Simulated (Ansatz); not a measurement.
With the program Ansatz at the PBEsol level (PAW), Hf2O3 in the tetragonal phase (P-4m2; Hf on 2g, O on 1a, O on 1b, O on 1d) relaxes to a = 3.531 Å, c = 4.997 Å. O on 1a has 4 nearest neighbours from 2.16 Å (tetrahedral); O on 1b has 4 nearest neighbours from 2.16 Å (tetrahedral); O on 1d has 4 nearest neighbours from 2.16 Å (tetrahedral). Against the elements it lies at -2.91 eV/atom, with no fitted shifts.

Electronic character: metallic (no gap). Gap from PBEsol with spin–orbit coupling: none (metallic).

An equation-of-state fit gives a bulk modulus of 2150 kbar.

The start of the workflow was typed in or built on a structure type; neither database checked (COD, Materials Project) lists it. Whether it is the stable phase at ambient conditions was not checked. The PBEsol relaxation kept the symmetry of its start; its stability against distortions is not shown here. No spin polarisation was allowed. The references are the lowest solids computed at this level, not always the standard phases (solids in place of the gases). Spin–orbit coupling is left out wherever it is not named.

Potentials: the earlier of the program's two PAW sets. The files were generated under PBE; for other functionals the program regenerates the frozen cores, and for LDA and PBEsol the local potential too.
